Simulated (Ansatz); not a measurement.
Rb$_{2}$WO$_{2}$F$_{4}$:
```cif
data_F8O4Rb4W2
_chemical_formula_sum 'Rb4 W2 O4 F8'
_space_group_name_H-M_alt 'C2/m'
_space_group_IT_number 12
_space_group_name_Hall '-C 2y'
_cell_length_a 10.60269
_cell_length_b 5.89109
_cell_length_c 4.81671
_cell_angle_alpha 90.000
_cell_angle_beta 91.410
_cell_angle_gamma 90.000
loop_
_atom_site_label
_atom_site_type_symbol
_atom_site_symmetry_multiplicity
_atom_site_Wyckoff_symbol
_atom_site_fract_x
_atom_site_fract_y
_atom_site_fract_z
_atom_site_occupancy
Rb1 Rb 4 i 0.17702 0.50000 0.30638 1
W1 W 2 a 0.00000 0.00000 0.00000 1
O1 O 4 i 0.14710 0.00000 0.19904 1
F1 F 8 j 0.43318 0.26487 0.23173 1
```
(The calculation used a cell of 9 atoms; values per cell refer to that cell.)

Relaxed with r²SCAN. r²SCAN (plane waves, PAW; program Ansatz) gives a gap of 2.86 eV.

What gap does HSE06 give on the same cell (Ansatz, PAW)?

4.20 eV, 1.33 eV more. The hybrid was solved on a coarser mesh and at special points; its gap is the smallest among all of these.

Cost on shared cores: the r²SCAN run (SCF on a 6×6×6 mesh, then bands and DOS) very roughly 7 core-minutes, the HSE06 run (SCF on 3×3×4, then a few points) about 3 core-minutes (a rough figure); the tasks are unlike.

The workflow started from a Materials Project entry (that database holds measured and hypothetical structures alike); the Crystallography Open Database copy checked does not list it. Its standing as an ambient phase is unchecked. The cell was relaxed with r²SCAN under the symmetry of its start; its stability against distortions is not shown here. The run is not spin-polarised. No Hubbard U is applied. Spin–orbit coupling is left out wherever it is not named.

Potentials: the later of the program's two PAW sets.
